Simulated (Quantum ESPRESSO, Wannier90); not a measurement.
Wannierisation of HgTe (P3₁21)

```xyz
6
Lattice="4.6554 0.0000 0.0000 -2.3277 4.0317 0.0000 0.0000 0.0000 10.4232" Properties=species:S:1:pos:R:3 pbc="T T T"
Hg     0.7359     1.2746     0.0000
Hg    -1.4718     0.0000     3.4744
Hg     0.7359    -1.2746    -3.4744
Te     1.1303     1.9577     5.2116
Te    -2.2605     0.0000    -1.7372
Te     1.1303    -1.9577     1.7372
```

Materials Project entry mp-358; symmetrised, unrelaxed at this level. Not found in the COD (Crystallography Open Database) copy used, which has the formula in other groups; not checked further. Level: PBEsol, no spin polarisation, no spin-orbit coupling; pw.x of Quantum ESPRESSO at 66 Ry with PseudoDojo potentials, 4×4×4 k-points, Wannier90. Density: 12×12×4 mesh, cold smearing 0.01 Ry. The cell is built of weakly bound layers, chains or molecules. Database cells relaxed without dispersion often hold them too far apart, which can enlarge gaps and weakens couplings between them; spacing and stacking were not compared with the measured crystal. Spin-orbit coupling is left out although heavy elements are present.

A tight-binding model is made by disentanglement and projection with no localisation steps (num_iter = 0), so the 24 orbitals stay atom-like: hydrogen-like Hg: s;p; Te: s;p, axes along x, y, z; frozen window up to 2.10 eV relative to the valence-band maximum. It follows pw.x to 11 meV rms for states up to 1.6 eV relative to the valence-band maximum. Matrix elements depend on this choice of orbitals and windows. Bands 31–45 (Hg 5d 94 %) lie between the kept ones and are excluded.

### Question
What are the on-site energies relative to the valence-band maximum, and how fast do the hoppings decay?

### Answer
| atom | orbitals | energy (eV) |
|---|---|---|
| Hg1 | s | -2.45 |
| Hg1 | pz | 4.34 |
| Hg1 | px | 4.47 |
| Hg1 | py | 4.02 |
| Hg2 | s | -2.45 |
| Hg2 | pz | 4.34 |
| Hg2 | px | 3.80 |
| Hg2 | py | 4.69 |
| Hg3 | s | -2.45 |
| Hg3 | pz | 4.34 |
| Hg3 | px | 4.47 |
| Hg3 | py | 4.02 |
| Te4 | s | -9.68 |
| Te4 | pz | 0.30 |
| Te4 | px | 0.20 |
| Te4 | py | 0.14 |
| Te5 | s | -9.68 |
| Te5 | pz | 0.30 |
| Te5 | px | 0.10 |
| Te5 | py | 0.23 |
| Te6 | s | -9.68 |
| Te6 | pz | 0.30 |
| Te6 | px | 0.20 |
| Te6 | py | 0.14 |

| distance of the centres (Å) | largest modulus (eV) |
|---|---|
| 2–3 | 1.8 |
| 3–4 | 1.1 |
| 4–5 | 0.46 |
| 5–6 | 0.27 |
| 6–7 | 0.28 |
| 7–8 | 0.088 |
